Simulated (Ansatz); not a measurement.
**Kick test of a cell of B₃N₂**

It was reached by relaxing an invented guess, and it needn't be the stable form of this composition.

These are results of DFT PBE, scalar-relativistic, plane waves, PAW (Ansatz), not measurements. Cutoff 420 eV; k points 12×12×10 on the computed 5-atom cell (Γ-centred); Gaussian smearing, width 0.10 eV; no spin polarisation.

The cell below (5 atoms, space group P-62m (No. 189)) is relaxed within its symmetry.

```
B N
1.0
     3.44739    0.00000    0.00000
    -1.72370    2.98553    0.00000
     0.00000    0.00000    4.28772
B N
3 2
Direct
  0.33446 0.00000 0.00000
  0.00000 0.33446 0.00000
  0.66554 0.66554 0.00000
  0.00000 0.00000 0.75802
  0.00000 0.00000 0.24198
```

For the test a repeat of it with 10 atoms (edges 3.45, 4.29, 5.97 Å) was strained at random (σ = 1.5 % a component), the atoms were moved at random (σ = 0.10 Å), and all was relaxed again on a coarse 6×6×4 mesh (in the run’s order of axes) with 0.20 eV smearing, with no symmetry imposed.

Weakly bound directions are ill-defined at this level, which has no dispersion term. An odd number of electrons in the primitive cell allows no gap without spin; a larger cell or a magnetic state could open one. The cell is a metal run without spin; a magnetic state may lie lower.

Question: Does it come back?

Answer: It returns, within 1 meV/atom of the unmoved cell on that mesh and with the same symmetry when read at 0.1 Å. No instability shows in this cell; modes of other wave vectors, which need another repeat, aren't tested. Another cell of B3N2 relaxed alike, in R32, lies 0.87 eV/atom lower, so this cell isn't the stable form at this level.
